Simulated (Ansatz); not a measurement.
The cell below belongs to a search over invented structures; it isn't taken from experiment.

Input and command of a plane-wave DFT calculation in Ansatz:

```yaml
crystal:
  lattice:
    - [7.0493243782, 0.0, 0.0]
    - [0.0, 7.0493243782, 0.0]
    - [0.0, 0.0, 4.7149011889]
  atoms:
    - { symbol: Li, position: [0.1286679385, 0.6286679385, 0.0] }
    - { symbol: Li, position: [0.8713320615, 0.3713320615, 0.0] }
    - { symbol: Li, position: [0.6286679385, 0.8713320615, 0.0] }
    - { symbol: Li, position: [0.3713320615, 0.1286679385, 0.0] }
    - { symbol: "Y", position: [0.6831164137, 0.1831164137, 0.5] }
    - { symbol: "Y", position: [0.3168835863, 0.8168835863, 0.5] }
    - { symbol: "Y", position: [0.1831164137, 0.3168835863, 0.5] }
    - { symbol: "Y", position: [0.8168835863, 0.6831164137, 0.5] }
    - { symbol: Sn, position: [0.0, 0.0, 0.0] }
    - { symbol: Sn, position: [0.5, 0.5, 0.0] }
basis:
  ecutwfc: 420
kpoints:
  mp_grid: { grid: [6, 6, 8] }
hamiltonian:
  xc: pbe
scf:
  occupations: { method: gaussian, width: 0.1 }
output:
  forces: true
  stress: true
  eigenvalues: true
relax:
  adjacent_minimum: "off"
  f_tol: 0.01
  max_steps: 80
  cell: { stress_tol: 0.05 }
```

```bash
ansatz run input.yaml --threads 1 --pin off --max-ram 2560MiB --backend cpu --events-out ev --progress --plain --runs-dir out
```

Processor: Intel(R) Xeon(R) 6975P-C (Granite Rapids), 1 thread, on a host shared with other jobs.

How long does it run, and how much memory does it take?

About 86 s, peak memory 0.79 GiB. It solves 52 bands at 50 k points (after reduction by symmetry) with about 4587 plane waves (on the last cell), in 23 SCF iterations over 4 ionic steps.
